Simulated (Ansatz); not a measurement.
ZrB$_{2}$:
Space group P6/mmm (No. 191); a = b = 3.1328 Å, c = 3.4892 Å, α = β = 90.00°, γ = 120.00°

| atom | site | symmetry | x | y | z |
|---|---|---|---|---|---|
| Zr | 1a | 6/mmm | 0.0000 | 0.0000 | 0.0000 |
| B | 2d | -6m2 | 0.3333 | 0.6667 | 0.5000 |

Relaxed with LDA.

Question: Decompose the optical modes at the zone centre into irreducible representations, and say which are infrared and Raman allowed.

Answer: Point group 6/mmm: Γ_opt = A2u + B1g + E1u + E2g. Infrared: A2u, E1u. Raman: E2g.

Question: Assign frequencies (DFPT, the program Ansatz at the LDA level (PAW)).

Answer: E1u 468, A2u 488, B1g 579, E2g 795 cm⁻¹.

Subscripts of B labels follow the axes of the standard setting.

The cell was relaxed with LDA under the symmetry of its start. The run is not spin-polarised. As this level gives no gap, phonon frequencies hold no LO–TO term and depend on the k-mesh and smearing (Fermi–Dirac, 0.1 eV here).

Potentials: the earlier of the program's two PAW sets. The files were generated under PBE; for other functionals the program regenerates the frozen cores, and for LDA and PBEsol the local potential too.
